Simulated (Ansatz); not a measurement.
Ca3PbO (anti-perovskite)

```
Ca3PbO
1.0
    9.45629     0.00000     0.00000
    4.72814     4.72814     0.00000
    4.72814     0.00000     4.72814
Ca Pb O
6 2 2
Direct
  0.00000   0.00000   0.50000
  0.50000   0.00000   0.50000
  0.50000   0.50000   0.50000
  0.00000   0.50000   0.50000
  0.00000   0.50000   0.00000
  0.50000   0.50000   0.00000
  0.00000   0.00000   0.00000
  0.50000   0.00000   0.00000
  0.75000   0.50000   0.50000
  0.25000   0.50000   0.50000
```

The atoms are displaced by Q × the pattern below (from a DFPT mode at R = (0.5, 0.5, 0.5), largest move 1; Q in Å), at fixed cell. It is one choice among 3 degenerate patterns. (q is in reciprocal vectors of the primitive cell; the cell shown is doubled to hold the pattern.)

```json
[
 {"atom": "Ca1", "x": "0.000", "y": "0.000", "z": "1.000"},
 {"atom": "Ca2", "x": "0.000", "y": "0.000", "z": "-1.000"},
 {"atom": "Ca5", "x": "0.000", "y": "1.000", "z": "0.000"},
 {"atom": "Ca6", "x": "0.000", "y": "-1.000", "z": "0.000"},
 {"atom": "Pb7", "x": "-0.058", "y": "0.000", "z": "0.000"},
 {"atom": "Pb8", "x": "0.058", "y": "0.000", "z": "0.000"}
]
```

Atoms not listed stay in place.

Method: LDA (plane waves to 420 eV, PAW, scalar-relativistic; Ansatz, an electronic-structure program). k mesh 10×10×10 (Γ-centred), Fermi-Dirac smearing 0.05 eV. The energy includes the smearing's −TS. With partly filled bands, energies and forces of such displacements shift with the k mesh and the smearing. At this level the bands of Ca3PbO touch or barely overlap. Ca3PbO was relaxed with its symmetry unable to fall. Spin-orbit coupling is left out, though Pb is heavy. The zero of ΔE is the undisplaced structure.

| Q (Å) | −dE/dQ from forces (eV/Å) | ΔE (eV/cell) |
|---|---|---|
| -0.100 | 3.083 | … |
| -0.083 | 2.564 | … |
| -0.067 | 2.048 | … |
| -0.050 | 1.534 | 0.038 |
| -0.033 | 1.021 | 0.017 |
| -0.017 | 0.511 | 0.004 |
| 0.000 | 0.000 | 0.000 |
| 0.017 | -0.511 | 0.004 |
| 0.033 | -1.021 | 0.017 |
| 0.050 | -1.534 | 0.038 |
| 0.067 | -2.048 | … |
| 0.083 | -2.564 | … |
| 0.100 | -3.083 | … |

**Question.** Complete the blanks.

**Answer.** 
- -0.100, ΔE (eV/cell): 0.154
- -0.083, ΔE (eV/cell): 0.107
- -0.067, ΔE (eV/cell): 0.068
- 0.067, ΔE (eV/cell): 0.068
- 0.083, ΔE (eV/cell): 0.107
- 0.100, ΔE (eV/cell): 0.154

(For displaced atoms, the force is minus the slope of the energy, and its curvature is a force constant, which sets phonon frequencies.)
